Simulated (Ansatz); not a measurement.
# Is this Cd2HgO3 structure a true minimum?

The cell was found from a structure generator's guess, not taken from experiment.

Computed with DFT PBE, scalar-relativistic, plane waves, PAW in Ansatz 0.2.0. Cutoff 420 eV; k points 16×16×16 on the computed 6-atom cell (Γ-centred); Gaussian smearing, width 0.10 eV; no spin polarisation.

The cell below (6 atoms, space group I4/mmm (No. 139)) is relaxed within its symmetry.

```
CELL_PARAMETERS angstrom
-1.69808 1.69808 7.29505
1.69808 -1.69808 7.29505
1.69808 1.69808 -7.29505
ATOMIC_POSITIONS crystal
Cd 0.83260 0.83260 0.00000
Cd 0.16740 0.16740 0.00000
Hg 0.50000 0.50000 0.00000
O 0.00000 0.00000 0.00000
O 0.67010 0.67010 0.00000
O 0.32990 0.32990 0.00000
```

For the test a repeat of it with 12 atoms (edges 3.40, 6.79, 7.68 Å) was strained at random (σ = 1.5 % a component), the atoms were moved at random (σ = 0.10 Å), and all was relaxed again on a coarse 6×4×6 mesh (in the run’s order of axes) with 0.20 eV smearing, with no symmetry imposed.

These runs have no spin–orbit coupling, which can matter for Hg.

**Question.** What happens?

**Answer.** It doesn't return. The energy falls by 13 meV/atom on that mesh, the volume changes by 2.7 %, and the end has space group C2/c (No. 15) at a loose tolerance. Relaxed again on a 12×12×6 mesh with 0.02 eV smearing, the new structure lies 13 meV/atom below the first (mesh in the axes of the run's cell; the cell below is made exact in the group named). Space group C2/c (No. 15), monoclinic, a = 15.646 Å, b = 3.370 Å, c = 6.712 Å, β = 102.4°. Cd is surrounded by 5 O at 2.37–2.39 Å and 1 O at 2.64 Å; Hg has 2 O at 2.12 Å and 4 O at 2.65–2.67 Å; O on a site of symmetry 2 is surrounded by 2 Hg at 2.12 Å, 2 Cd at 2.64 Å and 2 Hg at 2.67 Å; O on a site of symmetry 1 is surrounded by 5 Cd at 2.37–2.39 Å and 1 Hg at 2.65 Å.

```cif
data_structure
_symmetry_space_group_name_H-M 'C2/c'
_symmetry_Int_Tables_number 15
_cell_length_a 15.6459
_cell_length_b 3.3702
_cell_length_c 6.7123
_cell_angle_alpha 90.000
_cell_angle_beta 102.389
_cell_angle_gamma 90.000
_cell_volume 345.69
loop_
_atom_site_label
_atom_site_type_symbol
_atom_site_symmetry_multiplicity
_atom_site_Wyckoff_symbol
_atom_site_fract_x
_atom_site_fract_y
_atom_site_fract_z
_atom_site_occupancy
Cd1 Cd 8 f 0.32905 0.50330 0.16458 1
Hg1 Hg 4 b 0.00000 0.50000 0.00000 1
O1 O 4 e 0.00000 0.88434 0.75000 1
O2 O 8 f 0.17344 0.49872 0.08669 1
```
